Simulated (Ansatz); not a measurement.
**LaGe$_{2}$Rh$_{2}$: computed DOS**

Space group I4/mmm (No. 139). a = 4.194 Å, b = 4.194 Å, c = 10.607 Å, α = 90.00°, β = 90.00°, γ = 90.00°
| atom | site | symmetry | x | y | z |
| --- | --- | --- | --- | --- | --- |
| La | 2a | 4/mmm | 0.0000 | 0.0000 | 0.0000 |
| Ge | 4e | 4mm | 0.5000 | 0.5000 | 0.1279 |
| Rh | 4d | -4m2 | 0.0000 | 0.5000 | 0.2500 |

The runs use the primitive cell with vectors (-2.097, 2.097, 5.304), (2.097, -2.097, 5.304), (2.097, 2.097, -5.304) Å, to which the k mesh refers.

The cell is the one relaxed in the Materials Project (mp-4562), not relaxed further here; entries there can be hypothetical.

Spin polarisation is left out, and whether a magnetic state lies lower isn't shown here.

Spin–orbit coupling is left out, though it moves levels of the heavy atoms by tenths of an eV or more.

Theory: DFT, LDA, all-electron LAPW, scalar-relativistic (Ansatz 0.2.0).

The runs use a Γ-centred 12×12×12 k mesh, Fermi–Dirac smearing of 0.08 eV, basis error target 1 meV/atom, no spin polarisation.

(1) Which of the resolved shells contributes most within 0.3 eV of the Fermi level?

(2) Where is the centre of the filled Rh 4d states between -14 eV and the top of the filled states?

(3) Tabulate the density of states.

Results:

(1) Rh 4d, with 39 % of all states there; La 5d follows with 28 %.

(2) -2.99 eV from the Fermi level.

(3) States per eV and cell, averaged over 0.4 eV, from -11.0 to 3.2 eV, with energies (bin centres) from the Fermi level; empty bins are left out. The partial columns, the largest 3 alone, are projections on Löwdin-orthogonalised atomic shells (those that the program's projection atoms carry: the occupied ones and, for some elements, an empty d or f shell; other empty shells have no column), summed over atoms of an element. Weights on diffuse s and p shells depend on that basis and aren't pure angular character.
| E (eV) | total | Rh 4d | La 4f | Ge 4p |
| --- | --- | --- | --- | --- |
| -10.9 | 0.08 | 0.00 | 0.00 | 0.00 |
| -10.5 | 0.45 | 0.01 | 0.00 | 0.01 |
| -10.1 | 1.04 | 0.05 | 0.00 | 0.03 |
| -9.7 | 3.41 | 0.32 | 0.01 | 0.08 |
| -9.3 | 0.48 | 0.04 | 0.00 | 0.05 |
| -8.9 | 1.83 | 0.25 | 0.00 | 0.15 |
| -8.5 | 2.55 | 0.48 | 0.01 | 0.18 |
| -8.1 | 0.17 | 0.03 | 0.00 | 0.01 |
| -5.7 | 0.16 | 0.06 | 0.00 | 0.07 |
| -5.3 | 2.21 | 0.88 | 0.01 | 0.83 |
| -4.9 | 3.32 | 1.31 | 0.01 | 1.26 |
| -4.5 | 4.37 | 2.37 | 0.02 | 1.39 |
| -4.1 | 4.47 | 2.81 | 0.01 | 1.21 |
| -3.7 | 6.47 | 4.24 | 0.03 | 1.48 |
| -3.3 | 8.05 | 5.64 | 0.03 | 1.54 |
| -2.9 | 5.78 | 4.06 | 0.03 | 1.04 |
| -2.5 | 5.71 | 4.42 | 0.04 | 0.67 |
| -2.1 | 7.32 | 6.06 | 0.05 | 0.63 |
| -1.7 | 5.30 | 4.30 | 0.04 | 0.51 |
| -1.3 | 3.17 | 1.83 | 0.03 | 0.63 |
| -0.9 | 2.14 | 0.92 | 0.05 | 0.59 |
| -0.5 | 2.18 | 0.75 | 0.06 | 0.54 |
| -0.1 | 2.58 | 0.94 | 0.10 | 0.55 |
| 0.3 | 4.40 | 2.09 | 0.16 | 0.89 |
| 0.7 | 3.47 | 1.36 | 0.32 | 0.75 |
| 1.1 | 1.95 | 0.47 | 0.42 | 0.39 |
| 1.5 | 3.62 | 0.43 | 1.66 | 0.53 |
| 1.9 | 12.61 | 0.42 | 10.64 | 0.40 |
| 2.3 | 19.32 | 0.32 | 17.77 | 0.24 |
| 2.7 | 3.48 | 0.24 | 1.56 | 0.33 |
| 3.1 | 2.81 | 0.22 | 0.61 | 0.39 |
